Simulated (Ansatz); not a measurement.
KIO3:
```cif
data_I3K3O9
_chemical_formula_sum 'K3 I3 O9'
_space_group_name_H-M_alt 'R3m :H'
_space_group_IT_number 160
_space_group_name_Hall 'R 3 -2"'
_cell_length_a 6.16856
_cell_length_b 6.16856
_cell_length_c 7.82818
_cell_angle_alpha 90.000
_cell_angle_beta 90.000
_cell_angle_gamma 120.000
loop_
_atom_site_label
_atom_site_type_symbol
_atom_site_symmetry_multiplicity
_atom_site_Wyckoff_symbol
_atom_site_fract_x
_atom_site_fract_y
_atom_site_fract_z
_atom_site_occupancy
K1 K 3 a 0.00000 0.00000 0.00570 1
I1 I 3 a 0.00000 0.00000 0.50879 1
O1 O 9 b 0.03105 0.51553 0.06354 1
```
(The calculation used a cell of 5 atoms; values per cell refer to that cell.)

Relaxed with PBEsol.

Problem. Tabulate the valence density and the electron localisation function along the shortest I–O contact (1.84 Å), the program Ansatz at the PBEsol level (PAW).

Solution. 

| distance from I (Å) | density (e/Å³) | ELF |
|---|---|---|
| 0.18 | 17.32 | 0.29 |
| 0.28 | 15.05 | 0.15 |
| 0.37 | 12.01 | 0.20 |
| 0.46 | 8.57 | 0.26 |
| 0.55 | 5.33 | 0.33 |
| 0.64 | 2.91 | 0.40 |
| 0.73 | 1.66 | 0.44 |
| 0.83 | 1.23 | 0.46 |
| 0.92 | 1.23 | 0.49 |
| 1.01 | 1.33 | 0.57 |
| 1.10 | 1.53 | 0.66 |
| 1.19 | 1.93 | 0.71 |
| 1.29 | 2.57 | 0.71 |
| 1.38 | 3.43 | 0.66 |
| 1.47 | 4.43 | 0.56 |
| 1.56 | 5.46 | 0.44 |
| 1.65 | 6.45 | 0.32 |

The density is the valence pseudo-density with augmentation charge, so density and ELF within about 1 Å of a nucleus are not all-electron values.

The workflow started from a Materials Project entry (that database holds measured and hypothetical structures alike); the Crystallography Open Database files this formula in space group No. 160, but the cells were not matched. Whether it is the stable phase at ambient conditions was not checked. The cell was relaxed with PBEsol under the symmetry of its start; whether a distortion lowers the energy is not shown. Spin–orbit coupling is left out wherever it is not named.

Potentials: the later of the program's two PAW sets.
